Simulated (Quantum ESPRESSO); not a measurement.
Ti5LiCuSn, a curve over one atom's position

Computed values, not a measurement. The program is pw.x of Quantum ESPRESSO 7.5 (plane-wave density functional theory). The cell is made up: eight metal atoms on a face-centred cubic lattice, with elements, volume, strain and displacements drawn at random and not relaxed, so it may be unstable or far from any real phase. PseudoDojo standard norm-conserving files set the functional (PBE unless stated); there is no spin polarisation or spin-orbit coupling, the Fermi-Dirac width of 0.25 eV means electrons at about 2900 K, and the masses in the input are unused placeholders. The copper pseudopotential is less sure than most, with forces differing by about three percent and pressure by about two GPa from a second method on plain copper. The tin pseudopotential is less sure than most, with forces differing by about three percent from a second method on plain tin. A spin test at this wide smearing found no moment, but such smearing suppresses magnetism that the real alloy may have.

Seven runs move atom 3 (Ti, counted in the order of the input) along z and keep all else fixed.

Input of the run at +0.0718:

```
&control calculation='scf', pseudo_dir='./dojo.nc.sr.pbe.v0_5.standard.upf', outdir='./o', disk_io='minimal', tprnfor=.true., tstress=.true. /
&system ibrav=0, nat=8, ntyp=4, nbnd=62, ecutwfc=92.02030273, nosym=.true., tot_charge=0,
 occupations='smearing', smearing='fd', degauss=0.0183746611
/
&electrons conv_thr=1.470e-08, electron_maxstep=70, mixing_beta=0.5 /
ATOMIC_SPECIES
Cu 1.0 Cu.upf
Li 1.0 Li.upf
Sn 1.0 Sn.upf
Ti 1.0 Ti.upf
CELL_PARAMETERS angstrom
0.0 4.0386 4.0386
4.0386 0.0 4.0386
4.0386 4.0386 0.0
ATOMIC_POSITIONS angstrom
Ti -0.0232 -0.0828 0.0241
Li 1.975 2.0687 -0.0609
Ti 2.0065 0.0231 2.0442
Cu 4.0411 2.0483 2.0231
Ti -0.0428 2.0656 1.9793
Sn 2.018 3.9532 1.992
Ti 2.0749 2.0588 4.0349
Ti 4.0831 4.0629 4.0455
K_POINTS automatic
5 5 5 1 1 1
```

```
shift of atom 3 along z (Å)  free energy less that of the input shown (eV)  Fx on atom 3 (eV/Å)  Fy on atom 3 (eV/Å)  Fz on atom 3 (eV/Å)  pressure (GPa)  iterations
                    -0.1963                                         0.1093                0.097                0.206                1.138            4.71          21
                    -0.1615                                         0.0731                0.099                0.190                0.945            4.63          23
                    -0.1057                                         0.0289                0.106                0.172                0.640            4.52          23
                    +0.0718                                         0.0000                0.159                0.155               -0.312            4.44          24
                    +0.0986                                         0.0103                0.168                0.155               -0.457            4.46          24
                    +0.1597                                         0.0484                0.188                0.157               -0.792            4.54          22
                    +0.1764                                         0.0624                0.193                0.157               -0.885            4.57          24
```

A cubic fit gives dFz/dz = -5.35 eV/Å² at zero shift. Across the table the energy follows minus the integral of the force to 0.1 meV. A rerun of one of the cells at a higher cutoff and on a denser mesh moved values by no more than 0.002 eV in energy, 0.02 GPa in stress and 0.003 eV/Å in force, and a second program with other atomic files agreed on that cell to 2 % rms in force and 0.5 GPa in pressure.